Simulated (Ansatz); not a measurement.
Re (hcp (Mg type), space group No. 194) under volume change, plane-wave PAW PBE (Ansatz code), shape and atoms relaxed at each volume.

```json
[
 {"V (Å³/atom)": "13.606", "E − E(relaxed) (meV/atom)": "163.3", "P (GPa)": "42.32"},
 {"V (Å³/atom)": "14.054", "E − E(relaxed) (meV/atom)": "68.5", "P (GPa)": "25.87"},
 {"V (Å³/atom)": "14.503", "E − E(relaxed) (meV/atom)": "16.2", "P (GPa)": "11.88"},
 {"V (Å³/atom)": "14.952", "E − E(relaxed) (meV/atom)": "0.0", "P (GPa)": "0.00"},
 {"V (Å³/atom)": "15.400", "E − E(relaxed) (meV/atom)": "14.5", "P (GPa)": "-10.10"},
 {"V (Å³/atom)": "15.849", "E − E(relaxed) (meV/atom)": "55.1", "P (GPa)": "-18.66"},
 {"V (Å³/atom)": "16.297", "E − E(relaxed) (meV/atom)": "117.8", "P (GPa)": "-25.90"}
]
```

Q: What does a third-order Birch–Murnaghan fit give for V₀, B₀ and B′?

A: V₀ = 14.95 Å³/atom, B₀ = 364 GPa, B′ = 4.4.

Space group P6_3/mmc (hcp (Mg type)). Symmetry was held in the PBE relaxation. The run is not spin-polarised. Scalar-relativistic: spin–orbit coupling is off unless named, which matters more the heavier the elements.

Potentials: the later of the program's two PAW sets.
